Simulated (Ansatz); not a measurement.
Values for one crystal, relaxed and computed with the program Ansatz at the PBE level (PAW); other levels are named.

* **Volume per atom**: 17.33 Å³
* **Electronic character**: metallic (no gap)
* **Density of states at the Fermi level**: 1.3 states/eV per atom (mean over ±0.08 eV)
* **Pressure derivative B′**: 4.5
* **Formation energy from the elements (no fitted shifts)**: 0.76 eV/atom
* **Bulk modulus (Birch–Murnaghan fit)**: 224 GPa
* **Gap with spin–orbit coupling**: none (metallic)

Task: Pick the material that matches.
A) MoIr, rock salt
B) AlAg, rock salt
C) AlNi, rock salt
D) NbAg, rock salt

Result: A, MoIr, rock salt

Space group Fm-3m (rock salt). The start of the workflow was typed in or built on a structure type; neither database checked (COD, Materials Project) lists it. COD files the formula under space group No. 51. Its standing as an ambient phase is unchecked. Symmetry was held in the PBE relaxation; whether a distortion lowers the energy is not shown. No spin polarisation was allowed. The volume moved by 17 % from the start of the relaxation. Its formation energy is positive at this level, so the cell may be metastable or incomplete. The references are the lowest solids computed at this level, not always the standard phases. Scalar-relativistic: spin–orbit coupling is off unless named, which matters more the heavier the elements.

Potentials: the later of the program's two PAW sets.
